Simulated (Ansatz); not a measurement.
Several occupations of a zinc blende lattice at one composition, 2 Zn, 1 Hg, 2 Cd, 5 Be; 10 Te. Sites, in fractions of the cell 2.914 2.914 5.829; -2.914 -2.914 5.829; 8.743 -5.829 2.914 Å:

| cell | sites |
| --- | --- |
| all | Be (0.80 0.00 0.40), Te (0.07 0.38 0.60), Te (0.17 0.88 0.40), Te (0.28 0.38 0.20), Te (0.38 0.88 0.00), Te (0.47 0.38 0.80), Te (0.57 0.88 0.60), Te (0.68 0.38 0.40), Te (0.78 0.88 0.20), Te (0.88 0.38 0.00), Te (0.97 0.88 0.80) |
| 1 | Be (0.00 0.00 0.00), Be (0.20 0.00 0.60), Be (0.40 0.00 0.20), Be (0.60 0.00 0.80), Cd (0.10 0.50 0.80), Cd (0.50 0.50 0.00), Hg (0.90 0.50 0.20), Zn (0.30 0.50 0.40), Zn (0.70 0.50 0.60) |
| 2 | Be (0.20 0.00 0.60), Be (0.40 0.00 0.20), Be (0.50 0.50 0.00), Be (0.90 0.50 0.20), Cd (0.00 0.00 0.00), Cd (0.70 0.50 0.60), Hg (0.10 0.50 0.80), Zn (0.30 0.50 0.40), Zn (0.60 0.00 0.80) |
| 3 | Be (0.00 0.00 0.00), Be (0.30 0.50 0.40), Be (0.50 0.50 0.00), Be (0.90 0.50 0.20), Cd (0.10 0.50 0.80), Cd (0.70 0.50 0.60), Hg (0.40 0.00 0.20), Zn (0.20 0.00 0.60), Zn (0.60 0.00 0.80) |

Each was relaxed without symmetry on coarser meshes and computed once more. Method: DFT PBE, scalar-relativistic, plane waves, PAW in Ansatz 0.2.0.

Plane waves to 420 eV, a k mesh through Γ of 4×3×2 on the computed 20-atom cell and Gaussian smearing (0.02 eV); no spin polarisation.

Warren–Cowley parameters of the first shell of the sublattice with most elements (negative: unlike neighbours preferred):
```tsv
cell	Be-Cd	Be-Zn	Be-Hg	Cd-Zn	Cd-Hg	Hg-Zn
1	0.00	0.00	0.00	-0.04	-0.25	-0.25
2	-0.17	-0.25	0.17	-0.25	-0.67	-0.25
3	0.00	0.17	-0.67	-0.67	1.00	0.17
```

Forces of up to 0.09 eV/Å remain on the final mesh.

Problem. Which occupation is lowest in energy, and by how much?

Solution. Cells 2, 3 are lowest, within 8 meV/atom of each other and so too close to rank here.
```csv
cell,E − E(lowest) (meV/atom),V (Å³/atom),gap on mesh (eV)
2,0.0,27.65,1.51
3,2.0,27.62,1.34
1,38.2,27.90,1.33
```

Spin-orbit coupling is left out, which matters for the bands of heavy elements. The gap is read on a mesh, which can miss the band edges, so it can be too wide.

Cost: 6 runs of about 26 core-minutes in all (earlier runs that led there not counted), on Intel Xeon Processor @ 2.70GHz (shared hosts).